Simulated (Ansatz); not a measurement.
Values for one crystal, relaxed and computed with r²SCAN (plane waves, PAW; program Ansatz); other levels are named.

```yaml
volume_per_atom: 10.05 Å³
band_gap: 4.38 eV (indirect)
Bulk modulus (Birch–Murnaghan fit): 51.5 GPa
electron_effective_mass: 0.41, 0.49, 0.64 mₑ (principal values)
Pressure derivative B′: 3.6
HSE06 gap on the r²SCAN cell: 4.84 eV
valence_band_maximum: off the standard path, at k = (0.154, 0.154, -0.052)
```

Problem. Which compound is it?
(A) MgO, rock salt
(B) AlN, wurtzite
(C) Ca3SnH2, Cmcm (Ca on 4c, Ca on 8g, Sn on 4c, H on 8e)
(D) MgH2, rutile

Solution. D, MgH2, rutile

Space group P4_2/mnm (rutile). The r²SCAN relaxation kept the symmetry of its start.

Potentials: the later of the program's two PAW sets.
